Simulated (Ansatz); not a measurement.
TiTe₂ in space group R3m (No. 160; Ti on 3a, Te on 3a, Te on 3a), LDA in the plane-wave PAW code Ansatz, all energies at zero smearing, with the estimated change up to a 700 eV cutoff added, with one set of potentials and settings (totals compare only within such a set). Cell of 3 atoms (1 Ti, 2 Te): -16106.692 eV.

```json
[
 {"element": "Ti", "reference phase": "P6/mmm, 3 atoms in the cell", "E (eV/atom)": "-2450.3338"},
 {"element": "Te", "reference phase": "P3_121, 3 atoms in the cell", "E (eV/atom)": "-6827.2741"}
]
```

Formation energy per atom, worked out: (-16106.692 − 1×(-2450.3338) − 2×(-6827.2741))/3 = -0.603 eV/atom (-58 kJ per mol of atoms), at 0 K, without zero-point energy or fitted corrections.

The cell is a constructed one: a structure type filled with these elements; neither database checked (COD, Materials Project) lists it. COD files the formula under space group No. 164, so this cell is another polymorph or a model. Its standing as an ambient phase is unchecked. The cell was relaxed with LDA under the symmetry of its start; its stability against distortions is not shown here. No spin polarisation was allowed. A crystal of weakly bound layers computed without a dispersion correction: the cell and the soft elastic constants depend strongly on that. The references are the lowest solids computed at this level, not always the standard phases. Scalar-relativistic: spin–orbit coupling is off unless named, which matters more the heavier the elements.

Potentials: the earlier of the program's two PAW sets.
